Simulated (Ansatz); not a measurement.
A: Ni (fcc, Cu type), a = 3.4782 Å, b = 3.4782 Å, c = 3.4782 Å, α = 90.00°, β = 90.00°, γ = 90.00°
B: Ge (diamond), a = b = c = 5.6744 Å, α = β = γ = 90.00°
C: Pt (fcc, Cu type), a = 3.940 Å, b = 3.940 Å, c = 3.940 Å, α = 90.00°, β = 90.00°, γ = 90.00°

Scan: energy against volume (even scaling of the relaxed cell, symmetry kept). All come from one method, each on a k mesh of its own. All were relaxed with their symmetry unable to fall. Pt is run without spin polarisation. Relaxed Ni ends ferromagnetic. Spin-orbit coupling is left out. Other magnetic orders were not checked, so this need not be the ground state. (This holds for the magnetic or f-shell members.)

Problem. Rank these by bulk modulus (fitted) (lowest first), as r2SCAN (plane waves to 500 eV, PAW, scalar-relativistic; Ansatz, a quantum-chemistry and plane-wave program) gives it.

Solution. B (70.6 GPa), A (220 GPa), C (271 GPa)

(A scan under strain: stresses follow from slopes of the energy per volume, elastic moduli from its curvatures.)
